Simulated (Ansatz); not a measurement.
Here is the system:

Cd:
Space group Pm-3m (No. 221); a = 2.9976 Å, b = 2.9976 Å, c = 2.9976 Å, α = 90.00°, β = 90.00°, γ = 90.00°

```csv
atom,site,symmetry,x,y,z
Cd,1a,m-3m,0.0000,0.0000,0.0000
```

This is the PBE-relaxed structure.

**Question.** All from the program Ansatz at the PBE level (PAW), unless another level is named. Predict the bulk modulus (Birch–Murnaghan fit).

**Answer.** 30.3 GPa.

**Question.** Give the elastic constants (relaxed ions, GPa).

**Answer.** C11 = 58.6, C12 = 15.7, C44 = -4.0.

The cell is a constructed one: a structure type filled with these elements; neither database checked (COD, Materials Project) lists it. It is not the phase usual at ambient conditions (space group No. 194). The cell was relaxed with PBE under the symmetry of its start. At this level the phase is mechanically unstable. As this level gives no gap, shear constants depend on the k-mesh and smearing (Fermi–Dirac, 0.1 eV here).

Potentials: the later of the program's two PAW sets.
